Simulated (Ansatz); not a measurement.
Sc3TlB:
```xyz
5
Lattice="4.6743 0.0000 0.0000 0.0000 4.6743 0.0000 0.0000 0.0000 4.6743" Properties=species:S:1:pos:R:3 pbc="T T T"
Tl     0.0000     0.0000     0.0000
Sc     0.0000     2.3371     2.3371
Sc     2.3371     0.0000     2.3371
Sc     2.3371     2.3371     0.0000
B      2.3371     2.3371     2.3371
```

Relaxed with r²SCAN. Special points in fractions of this cell's reciprocal vectors: Γ (0.000, 0.000, 0.000); X (0.000, 0.500, 0.000); M (0.500, 0.500, 0.000); R (0.500, 0.500, 0.500).

Q: List the band energies nearest the Fermi level at these points for the program Ansatz at the r²SCAN level (PAW).

A: In eV from the Fermi level; about four levels below and three above (degenerate sets whole), none deeper than 8.9 eV; points with the same levels are listed once.

| k | below | above |
|---|---|---|
| Γ | -6.05 -0.28 -0.28 -0.28 | 0.36 0.36 0.56 0.56 0.56 |
| X | -0.33 -0.33 -0.19 -0.19 | 0.81 1.36 2.14 |
| M | -0.93 -0.47 -0.47 -0.19 | 1.84 1.84 2.12 2.12 |
| R | -2.57 -2.57 -2.57 -0.87 -0.87 -0.87 | 2.16 2.16 2.16 |

Space group Pm-3m (anti-perovskite). The workflow started from an entry of the Crystallography Open Database (COD). Its standing as an ambient phase is unchecked. The r²SCAN relaxation kept the symmetry of its start; its stability against distortions is not shown here. No spin polarisation was allowed. Scalar-relativistic: spin–orbit coupling is off unless named, which matters more the heavier the elements.

Potentials: the later of the program's two PAW sets.
